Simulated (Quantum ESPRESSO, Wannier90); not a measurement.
## Wannier functions of ZrPbO3 (Amm2)

```yaml
crystal:
  lattice:
    - [4.17636, 0.00000, 0.00000]
    - [0.00000, 2.98069, 3.06698]
    - [0.00000, -2.98069, 3.06698]
  atoms:
    - { symbol: Zr, position: [0.50000, 0.50688, 0.50688] }
    - { symbol: Pb, position: [0.00000, 0.94502, 0.94502] }
    - { symbol: O, position: [0.50000, 0.03203, 0.56315] }
    - { symbol: O, position: [0.50000, 0.56315, 0.03203] }
    - { symbol: O, position: [0.00000, 0.55991, 0.55991] }
```

Structure: Materials Project mp-20337, symmetrised, not relaxed again. COD (Crystallography Open Database) has the formula in 2 space groups, this one among them (matched by group alone). Level: PBEsol, no spin polarisation, no spin-orbit coupling; pw.x of Quantum ESPRESSO at 68 Ry with PseudoDojo potentials, 8×8×8 k-points, Wannier90. Density: 8×8×8 mesh, cold smearing 0.01 Ry. Spin-orbit coupling is left out although heavy elements are present.

The plane-wave run has 43 bands and 44 electrons a cell. On the energy scale of pw.x, whose zero is arbitrary, the valence-band maximum lies at 8.88 eV.

Isolated groups of bands, relative to the valence-band maximum (bands from 23 on overlap up to the last one computed):

```json
[
 {"bands": "1", "from (eV)": "-47.47", "to (eV)": "-47.46", "filling": "filled", "weight on atomic waves": "Zr 4s 96 %"},
 {"bands": "2–4", "from (eV)": "-25.88", "to (eV)": "-25.59", "filling": "filled", "weight on atomic waves": "Zr 4p 95 %"},
 {"bands": "5–12", "from (eV)": "-17.04", "to (eV)": "-14.67", "filling": "filled", "weight on atomic waves": "Pb 5d 62 %, O 2s 31 %"},
 {"bands": "13", "from (eV)": "-7.25", "to (eV)": "-6.09", "filling": "filled", "weight on atomic waves": "Pb 6s 66 %, O 2p 22 %, Zr 4d 7 %"},
 {"bands": "14–22", "from (eV)": "-4.50", "to (eV)": "0.00", "filling": "filled", "weight on atomic waves": "O 2p 79 %, Zr 4d 10 %, Pb 6p 5 %"}
]
```

Input w.win, without the blocks of cell, atoms and k-points (512 lines):

```
num_bands = 31
num_wann = 18
exclude_bands = 1-12
num_iter = 1000
conv_tol = 1.0e-6
conv_window = 4
dis_num_iter = 1000
dis_conv_tol = 1.0e-6
dis_froz_max = 12.99
dis_win_max = 18.03
write_hr = true
write_u_matrices = true
begin projections
f=0.49356,-0.50294,-0.49368: d
f=0.00249,-0.05508,-0.06641: s;p
f=0.49838,0.03436,-0.42557: p
f=0.49763,-0.43763,0.04349: p
f=0.00239,-0.44062,-0.42863: p
end projections
mp_grid = 8 8 8
```

wannier90.x stops with:
```
dis_windows: Energy window contains fewer states than number of target WFs
```
At some k-point the outer window holds fewer bands than num_wann, so no subspace of that size can be extracted. Mended as below, all else unchanged, the run goes through (Ω_I = 19.5 Å²) and follows the plane-wave bands to 1.0 meV rms (states up to 3.6 eV relative to the valence-band maximum).
Remove the line dis_win_max = 18.03.
